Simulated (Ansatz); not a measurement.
The computed numbers are results of r²SCAN, scalar-relativistic (no spin polarisation) in the plane-wave PAW code Ansatz at 500 eV, 12×12×12 k-mesh, Gaussian smearing of 0.05 eV. The datasets are Ansatz's generated set soft_2.

A compound RuX has these computed properties.

```json
{
  "Space group": "Fm-3m (No. 225)",
  "Conventional cell": "a = 5.421 Å, b = 5.421 Å, c = 5.421 Å, α = 90.00°, β = 90.00°, γ = 90.00°",
  "Volume": "19.91 Å³/atom",
  "Band gap": "zero (metallic)",
  "Density of states at the Fermi level": "1.1 states/(eV·atom)",
  "Bader charges": "Ru 0.00; X 0.00 e",
  "Formation energy from the elements (0 K, uncorrected)": "0.45 eV/atom (unstable against the elements)",
  "Bulk modulus (Birch–Murnaghan)": "130 GPa",
  "Pressure derivative B0′": "5.2"
}
```

Sites: Ru on 4b, X on 4a.

Which element is X?
A. Sn
B. Sb
C. I
D. Te

D. X is Te, so the compound is RuTe.

The cell came from substitution into a structure type; no database entry of this phase was matched, which doesn't show that none exists.

These numbers lack spin–orbit coupling.
